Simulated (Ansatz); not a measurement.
LiNbO₃:
```
LiNbO3
1.0
    2.56845     1.48290     4.62869
   -2.56845     1.48290     4.62869
    0.00000    -2.96579     4.62869
Li Nb O
2 2 6
Direct
  0.71879   0.71879   0.71879
  0.21879   0.21879   0.21879
  0.00073   0.00073   0.00073
  0.50073   0.50073   0.50073
  0.63888   0.89314   0.28136
  0.89314   0.28136   0.63888
  0.28136   0.63888   0.89314
  0.13888   0.78136   0.39314
  0.39314   0.13888   0.78136
  0.78136   0.39314   0.13888
```

Tensor components refer to the Cartesian frame of this cell.

### Question
Give the high-frequency dielectric tensor and the Born effective charge tensors of the independent atoms from DFPT, r²SCAN in the plane-wave PAW code Ansatz.

### Answer

ε∞:
```
4.98  0.00  0.00
0.00  4.98  0.00
0.00  0.00  4.72
```
Z* of atom 1 (Li), rows: field, columns: displacement, in e:
```
 1.20   0.25   0.00
-0.25   1.20   0.00
 0.00   0.00   1.03
```
Z* of atom 3 (Nb), rows: field, columns: displacement, in e:
```
 7.12  -1.49   0.00
 1.49   7.12   0.00
 0.00   0.00   6.45
```
Z* of atom 5 (O), rows: field, columns: displacement, in e:
```
-1.58  -0.26  -0.14
-0.35  -3.97  -1.75
-0.16  -1.64  -2.49
```

Static charges for comparison (Bader): Li1 +0.91, Nb3 +2.87, O5 -1.26 e. Born charges measure polarisation by displacement and can exceed these by far.

Space group R3c. The r²SCAN relaxation kept the symmetry of its start. No spin polarisation was allowed. Scalar-relativistic: spin–orbit coupling is off unless named, which matters more the heavier the elements.

Potentials: the earlier of the program's two PAW sets. The files were generated under PBE; for other functionals the program regenerates the frozen cores, and for LDA and PBEsol the local potential too.
